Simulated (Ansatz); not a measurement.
The following input was run with Ansatz 0.2.0.

```yaml
crystal:
  lattice:
    - [5.0523263055, -0.027773156, -0.0330044679]
    - [-1.7550436264, 5.6390634192, 0.0040916899]
    - [-2.1804844366, -2.396821379, 5.7836648124]
  atoms:
    - { symbol: Hg, position: [0.0, 0.0, 0.0] }
    - { symbol: C, position: [0.2116643399, 0.1336285052, 0.8081837223] }
    - { symbol: C, position: [0.7883356601, 0.8663714948, 0.1918162777] }
    - { symbol: C, position: [0.1963350383, 0.3251639561, 0.7386620582] }
    - { symbol: C, position: [0.8036649617, 0.6748360439, 0.2613379418] }
    - { symbol: F, position: [0.385026923, 0.0174183013, 0.7442826641] }
    - { symbol: F, position: [0.614973077, 0.9825816987, 0.2557173359] }
    - { symbol: F, position: [0.3333380887, 0.4104358167, 0.6158040448] }
    - { symbol: F, position: [0.6666619113, 0.5895641833, 0.3841959552] }
    - { symbol: F, position: [0.0357500858, 0.4554710924, 0.7849717028] }
    - { symbol: F, position: [0.9642499142, 0.5445289076, 0.2150282972] }
basis:
  ecutwfc: 420
kpoints:
  mp_grid: { grid: [6, 4, 4] }
hamiltonian:
  xc: pbe
  dispersion: d3bj
scf:
  occupations: { method: gaussian, width: 0.02 }
output:
  forces: true
  stress: true
  eigenvalues: true
  write_density: true
  write_potential: true
  elf: true
  volumetric_format: npy
relax:
  adjacent_minimum: "off"
  f_tol: 0.02
  max_steps: 70
  cell: { stress_tol: 0.03 }
```

Command:
```bash
ansatz run input.yaml --threads 2 --pin off --max-ram 5120MiB --backend cpu --events-out ev --progress --plain --runs-dir out
```

Method: DFT PBE+D3(BJ), scalar-relativistic, plane waves, PAW in Ansatz.

Part of what the program printed, abridged (final results; tables in files aren't shown):

```
SCF 16 converged in 5 iterations: F = -19660.590276 eV  dr2 = 1.04e-11
SCF converged after 5 iterations
Free energy (F): -19660.590276 eV
Harris-Foulkes:  -19660.590276 eV  (|F-HF|=1.42e-10)
Internal energy: -19660.590276 eV  (E = F + TS)
E sigma→0 (E₀):  -19660.590276 eV
Fermi energy:    4.240072 eV
--- Per-component energies (eV) ---
  E_band       = -1092.674881
  E_kinetic    = 2192.124338
  E_local      = -8797.412640  (includes V_loc(G=0)·N_el)
  E_nonlocal   = 618.477793
  E_hartree    = 3429.033208
  E_xc         = -882.242211
  E_vxc        = -1101.809115  (∫ρ·V_xc dr)
  E_paw        = -11542.526454  (= ΣΔE_a)
  E_vpaw       = -862.134803  (= ΣTr[D̂ρ^β])
  E_aug_tail   = 0.013178  (compensation charges beyond the density's cutoff)
  E_ewald      = -4677.230708
  E_disp       = -0.826781  (pairwise vdW)
  E_smearing   =  0.000000  (= −TS)
--- Forces (eV/Å), atoms counted from 1 ---
  atom   1  Hg     0.00000000     0.00000000     0.00000000
  atom   2  C     -0.00093561    -0.00028300    -0.00345261
  atom   3  C      0.00093561     0.00028300     0.00345261
  atom   4  C      0.00325696     0.00010579     0.00109904
  atom   5  C     -0.00325696    -0.00010579    -0.00109904
  atom   6  F     -0.00016627     0.00037973     0.00145877
  atom   7  F      0.00016627    -0.00037973    -0.00145877
  atom   8  F     -0.00247975    -0.00117212     0.00035971
  atom   9  F      0.00247975     0.00117212    -0.00035971
  atom  10  F      0.00058546     0.00002969     0.00006601
  atom  11  F     -0.00058546    -0.00002969    -0.00006601
--- Stress (GPa, compression-positive) ---
       -0.015278      -0.002029       0.006385
       -0.002026      -0.016737       0.000204
        0.006382       0.000208       0.015751
  P = ⅓ Tr σ = -0.0054 GPa (-0.054 kbar)
--- Band table (eV; the first three rows and the last of 52) ---
  k-point 0: bands = ["-111.6889", "-60.2848", "-60.0689", "-60.0171", "-24.5002", "-24.4408", "-23.0067", "-22.9866", "-22.6660", "-22.6388", "-11.3854", "-11.1498", "-8.0805", "-7.6918", "-6.6033", "-6.4032", "-6.2219", "-5.6542", "-5.2396", "-5.0978", "-4.5342", "-3.7077", "-3.5323", "-3.2909", "-3.2449", "-3.1822", "-2.9423", "-2.9354", "-2.7792", "-2.7116", "-2.7022", "-2.6792", "-2.4903", "-2.0481", "-2.0477", "-0.3778", "0.5171", "1.9832", "2.0615", "6.7155", "7.0789", "7.7300", "8.0812", "8.8436", "9.0549", "9.1600", "9.6067", "11.0097", "12.0106", "12.6418"]
  k-point 1: bands = ["-111.6889", "-60.2848", "-60.0689", "-60.0171", "-24.4922", "-24.4489", "-23.0039", "-22.9892", "-22.6662", "-22.6388", "-11.3591", "-11.1810", "-8.0249", "-7.7452", "-6.5873", "-6.4533", "-6.1857", "-5.6717", "-5.1955", "-5.0282", "-4.5982", "-3.7745", "-3.5262", "-3.2940", "-3.2498", "-3.1824", "-2.9715", "-2.8829", "-2.7837", "-2.7397", "-2.6885", "-2.6571", "-2.5159", "-2.0709", "-2.0089", "-0.3485", "0.5014", "1.9613", "2.0944", "6.4584", "7.3347", "7.7229", "8.0832", "8.7648", "8.9622", "9.3040", "9.7515", "10.7985", "12.2944", "12.7135"]
  k-point 2: bands = ["-111.6889", "-60.2848", "-60.0689", "-60.0171", "-24.4781", "-24.4630", "-22.9992", "-22.9938", "-22.6665", "-22.6388", "-11.3172", "-11.2276", "-7.9195", "-7.8486", "-6.5555", "-6.5106", "-6.1569", "-5.6891", "-5.1693", "-4.8509", "-4.7538", "-3.8410", "-3.5195", "-3.2960", "-3.2446", "-3.1938", "-2.9710", "-2.8465", "-2.8194", "-2.7302", "-2.6983", "-2.6180", "-2.5551", "-2.0732", "-1.9907", "-0.3187", "0.4848", "1.9442", "2.1250", "6.2885", "7.4921", "7.6860", "8.1223", "8.7381", "8.8739", "9.3584", "9.9361", "10.7731", "12.4266", "12.5608"]
  k-point 51: bands = ["-111.6889", "-60.2848", "-60.0689", "-60.0171", "-24.4597", "-24.4544", "-23.0470", "-22.9862", "-22.6590", "-22.6426", "-11.3545", "-11.1895", "-7.8504", "-7.8425", "-6.6032", "-6.4954", "-6.0933", "-5.6237", "-5.1535", "-4.9438", "-4.7806", "-3.8067", "-3.5573", "-3.4172", "-3.2889", "-3.2188", "-3.0566", "-2.9547", "-2.7783", "-2.7103", "-2.6529", "-2.6171", "-2.3544", "-2.1822", "-1.7923", "-0.4138", "0.6757", "2.0311", "2.0758", "6.0787", "6.5632", "7.6965", "8.0462", "8.6232", "9.0980", "9.9660", "10.1784", "10.8982", "11.8278", "12.4295"]
--- Relaxed structure (11 steps of the walk, 10 accepted, 5 SCFs on fresh bases) ---
  F+E_penalty+E_count = -19660.59027609 eV   max|allowed force component| = 3.453e-3 eV/Å   (the final SCF, on the basis selected at the relaxed cell)
  cell:  # Å, volume = 169.7703 Å³
    - [5.07576037, -0.03720371, -0.03623522]
    - [-1.77354449, 5.65904011, 0.01297876]
    - [-2.18877667, -2.39173733, 5.93951003]
  atoms:
    - { symbol: Hg, position: [0.0, 0.0, 0.0] }
    - { symbol: C, position: [0.20952806, 0.13373461, 0.81011375] }
    - { symbol: C, position: [0.79047193, 0.86626538, 0.18988624] }
    - { symbol: C, position: [0.19194562, 0.32293663, 0.73933929] }
    - { symbol: C, position: [0.80805437, 0.67706336, 0.26066070] }
    - { symbol: F, position: [0.38393600, 0.02006263, 0.74866587] }
    - { symbol: F, position: [0.61606399, 0.97993736, 0.25133412] }
    - { symbol: F, position: [0.32972466, 0.40938518, 0.61926802] }
    - { symbol: F, position: [0.67027533, 0.59061481, 0.38073197] }
    - { symbol: F, position: [0.02913308, 0.45013737, 0.78248567] }
    - { symbol: F, position: [0.97086691, 0.54986262, 0.21751432] }
```

The relaxation met its thresholds.

It took 3.5 min on 2 threads of Intel(R) Xeon(R) Platinum 8259CL CPU @ 2.50GHz (Skylake/Cascade Lake), with other jobs on the host, peak memory 0.73 GiB.

Spin–orbit coupling is left out, which can shift energies with elements as heavy as these.